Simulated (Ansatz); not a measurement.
## Property card for LaPt₃

LaPt3:
```
LaPt3
1.0
    4.13782     0.00000     0.00000
    0.00000     4.13782     0.00000
    0.00000     0.00000     4.13782
Pt La
3 1
Cartesian
  0.00000   2.06891   2.06891
  2.06891   0.00000   2.06891
  2.06891   2.06891   0.00000
  0.00000   0.00000   0.00000
```

Space group Pm-3m (No. 221), Cu3Au type; conventional cell a = b = c = 4.138 Å, α = β = γ = 90.00°.

Method: LDA in the plane-wave PAW code Ansatz. Structure relaxed to zero pressure with the same functional. Other levels are named where they apply.

### Cell and energy

- Volume per atom = 17.71 Å³
- Density = 16.97 g/cm³
- Formation energy from the elements (no fitted shifts) = -0.82 eV/atom

### Electronic structure

- Electronic character = metallic (no gap)
- Density of states at the Fermi level = 0.61 states/eV per atom (mean over ±0.08 eV)

### Mechanics

- Bulk modulus (Birch–Murnaghan fit): 183 GPa
- Pressure derivative B′: 5.0
- Elastic constants (relaxed ions, GPa): C11 = 250, C12 = 150, C44 = 74.3
- Mechanical stability: stable (all eigenvalues of C positive)
- Hill bulk and shear moduli: 184 and 63.4 GPa
- Young's modulus: 171 GPa
- Poisson's ratio: 0.35
- Debye temperature from the elastic constants: 248 K

### Phonons

- Highest zone-centre frequency = 173 cm^-1
- Zone-centre stability = no imaginary mode at Γ

The workflow started from an entry of the Crystallography Open Database (COD). Its standing as an ambient phase is unchecked. Symmetry was held in the LDA relaxation. No spin polarisation was allowed. As this level gives no gap, shear constants depend on the k-mesh and smearing (Fermi–Dirac, 0.1 eV here). As this level gives no gap, phonon frequencies hold no LO–TO term and depend on the k-mesh and smearing (Fermi–Dirac, 0.1 eV here). The references are the lowest solids computed at this level, not always the standard phases. Scalar-relativistic: spin–orbit coupling is off unless named, which matters more the heavier the elements.

Potentials: the later of the program's two PAW sets.
